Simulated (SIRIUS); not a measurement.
A self-consistent single point of Sn2GeTe3 (P-3m1, 12 atoms in the cell; from Materials Project mp-1218976, changed as shown).

```
Sn2GeTe3
1.0
    4.51486     0.00000     0.00000
    0.00000     7.81996     0.00000
    0.00000     0.00000    11.20313
Sn Ge Te
4 2 6
Direct
  0.00000   0.33333   0.82714
  0.50000   0.16667   0.17286
  0.50000   0.83333   0.82714
  0.00000   0.66667   0.17286
  0.00000   0.00000   0.50000
  0.50000   0.50000   0.50000
  0.00000   0.33333   0.34809
  0.50000   0.16667   0.65191
  0.00000   0.00000   0.00000
  0.50000   0.83333   0.34809
  0.00000   0.66667   0.65191
  0.50000   0.50000   0.00000
```

Method: LDA (PW92), GBRV LDA ultrasoft pseudopotentials (plane waves; SIRIUS).

SIRIUS settings:

| setting | value |
|---|---|
| parameters.ngridk | 4 2 2 |
| parameters.xc_functionals | [XC_LDA_X, XC_LDA_C_PW] |
| parameters.gk_cutoff | 6.325 1/bohr |
| parameters.pw_cutoff | 14.143 1/bohr |
| parameters.smearing | fermi_dirac |
| parameters.smearing_width | 0.00367493 Ha |
| potentials | GBRV LDA ultrasoft pseudopotentials |
| parameters.electronic_structure_method | pseudopotential |
| parameters.num_bands | 72 |
| parameters.num_mag_dims | 0 |
| parameters.num_dft_iter | 100 |
| parameters.energy_tol | 1e-07 Ha |
| parameters.density_tol | 1e-06 |
| mixer.type | anderson |
| mixer.beta | 0.5 |
| mixer.use_hartree | true |

Results:

```
Property                                                   Value
------------------------------------------------  --------------
Number of valence electrons                                  120
Number of bands                                               72
Number of k-points after the program's reduction              12
Number of plane waves (most at a k-point)                  11446
Number of SCF iterations                                      17
FFT grid                                           45 × 72 × 100
Free energy E − TS                                -16615.2001 eV
Pressure                                               -5.62 GPa
Largest force (vector length)                         0.041 eV/Å
```

Forces (eV/Å):
```csv
atom,Fx,Fy,Fz
Sn1,0.000,-0.005,-0.040
Sn2,0.000,0.005,0.040
Sn3,0.000,-0.005,-0.040
Sn4,0.000,0.005,0.040
Ge5,0.000,0.000,0.000
Ge6,0.000,0.000,0.000
Te7,0.000,-0.013,-0.005
Te8,0.000,0.013,0.005
Te9,0.000,0.000,0.000
Te10,0.000,-0.013,-0.005
Te11,0.000,0.013,0.005
Te12,0.000,0.000,0.000
```

Stress (GPa, positive for compression):
```
-5.40   0.00   0.00
 0.00  -5.69   0.24
 0.00   0.24  -5.76
```

For comparison: a first run was changed to give this one (lattice scaled by 1.02), and from it to this one the free energy goes up by 56.3 meV/atom, the pressure goes from -3.81 to -5.62 GPa and the largest force goes from 0.054 to 0.041 eV/Å.

Spin-orbit coupling is left out, which matters for bands and gaps with elements this heavy. The structure comes from a collection of computed structures, made at another level of theory; the collection holds predicted forms beside known ones. No clean gap shows at this smearing width and mesh (spacing up to 0.40 Å⁻¹); the mesh is coarse for partly filled bands, so the values carry mesh errors. Semi-local functionals can close small gaps.

Cost on one core: around 3 core-minutes (rough).
